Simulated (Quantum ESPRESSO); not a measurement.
## Zr3TiO8 (a curve over strain)

Simulated, not a measurement. The program is pw.x of Quantum ESPRESSO 7.5 (plane-wave density functional theory). The cell is made up: 12 atoms on a fluorite lattice, with randomly drawn elements, strain and displacements, not relaxed. PseudoDojo standard norm-conserving files (v0.5 for PBE, v0.4.1 for LDA and PBEsol) set the functional; there is no spin polarisation, spin-orbit coupling or dispersion term, and the masses in the input are unused placeholders.

Seven runs add a strain to one cell (along z); the atoms follow the cell and are not relaxed. Stress in the table is positive in tension.

Input of the run at -0.0017:

```
&control calculation='scf', pseudo_dir='./dojo.nc.sr.pbe.v0_5.standard.upf', outdir='./o', disk_io='low', tprnfor=.true., tstress=.true. /
&system ibrav=0, nat=12, ntyp=3, nbnd=54, ecutwfc=84.00895049, nosym=.true., tot_charge=0,
 occupations='smearing', smearing='fd', degauss=0.0018374661
/
&electrons conv_thr=7.350e-09, electron_maxstep=60, /
ATOMIC_SPECIES
O 1.0 O.upf
Ti 1.0 Ti.upf
Zr 1.0 Zr.upf
CELL_PARAMETERS angstrom
5.0838 0.0 0.0
0.0 5.0838 0.0
0.0 0.0 5.0752
ATOMIC_POSITIONS angstrom
Zr 0.0445 -0.008 -0.1063
Zr 0.0265 2.5031 2.5446
Ti 2.5427 0.0253 2.4853
Zr 2.5896 2.5633 -0.0022
O 1.2877 1.3008 1.3153
O 1.1769 1.3465 3.9273
O 1.3766 3.8632 1.2184
O 1.3034 3.8389 3.8119
O 3.7991 1.264 1.2155
O 3.7998 1.2902 3.7721
O 3.7718 3.7826 1.297
O 3.9426 3.7609 3.7452
K_POINTS automatic
4 4 5 1 1 1
```

| added strain | free energy less that of the input shown (eV) | stress xx (GPa) | stress yy (GPa) | stress zz (GPa) | stress xy (GPa) | pressure (GPa) | iterations |
| --- | --- | --- | --- | --- | --- | --- | --- |
| -0.0207 | 0.0648 | -1.30 | -0.16 | -9.15 | 2.05 | 3.54 | 17 |
| -0.0167 | 0.0379 | -0.88 | 0.26 | -6.98 | 1.99 | 2.54 | 17 |
| -0.0062 | 0.0014 | 0.15 | 1.29 | -1.47 | 1.84 | 0.01 | 18 |
| -0.0017 | 0.0000 | 0.56 | 1.70 | 0.82 | 1.78 | -1.03 | 18 |
| +0.0172 | 0.0835 | 2.12 | 3.26 | 9.91 | 1.53 | -5.10 | 18 |
| +0.0202 | 0.1094 | 2.35 | 3.48 | 11.30 | 1.49 | -5.71 | 17 |

Question: one run is left out of the table, at +0.0022. Estimate its stress zz (GPa).

Answer: 2.76. The whole row:

```
added strain  free energy less that of the input shown (eV)  stress xx (GPa)  stress yy (GPa)  stress zz (GPa)  stress xy (GPa)  pressure (GPa)  iterations
     +0.0022                                         0.0055             0.91             2.04             2.76             1.72           -1.90          18
```

A cubic fit gives a slope of stress zz against the added strain of 498 GPa at zero added strain, with the atoms clamped. Across the table the free energy follows the integral of the stress to within 1.8 meV. A rerun of one of the cells at 1467 eV and a 6 x 6 x 7 mesh moved values by no more than 0.002 eV in energy, 0.05 GPa in stress and 0.003 eV/Å in force.